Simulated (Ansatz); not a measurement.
PtC:
```
PtC
1.0
    0.00000     2.35921     2.35921
    2.35921     0.00000     2.35921
    2.35921     2.35921     0.00000
Pt C
1 1
Direct
  0.00000   0.00000   0.00000
  0.25000   0.25000   0.25000
```

Relaxed with PBE. Special points in fractions of this cell's reciprocal vectors: Γ (0.000, 0.000, 0.000); X (0.500, 0.000, 0.500); U (0.625, 0.250, 0.625); K (0.375, 0.375, 0.750); L (0.500, 0.500, 0.500); W (0.500, 0.250, 0.750).

Task: List the band energies nearest the Fermi level at these points for plane-wave PAW PBE (Ansatz code).

Result: In eV from the Fermi level; about four levels below and three above (degenerate sets whole), none deeper than 8.9 eV; … stands for higher levels left out; points with the same levels are listed once.

```json
[
 {"k": "Γ", "below": "-7.27 -7.27 -7.27 -3.89 -3.89", "above": "2.79 …"},
 {"k": "X", "below": "-3.09 -1.78 -0.56 -0.56", "above": "…"},
 {"k": "U", "below": "-4.65 -3.57 -1.81 -0.21", "above": "0.78 …"},
 {"k": "L", "below": "-6.47 -3.43 -3.43 -2.50", "above": "2.35 2.35 …"},
 {"k": "W", "below": "-3.82 -2.91 -2.56 -0.86", "above": "1.14 …"}
]
```

Space group F-43m (zinc blende). The start of the workflow was typed in or built on a structure type; neither database checked (COD, Materials Project) lists it. Its standing as an ambient phase is unchecked. The PBE relaxation kept the symmetry of its start; whether a distortion lowers the energy is not shown. The run is not spin-polarised. Its formation energy is positive at this level, so the cell may be metastable or incomplete. Scalar-relativistic: spin–orbit coupling is off unless named, which matters more the heavier the elements.

Potentials: the earlier of the program's two PAW sets.
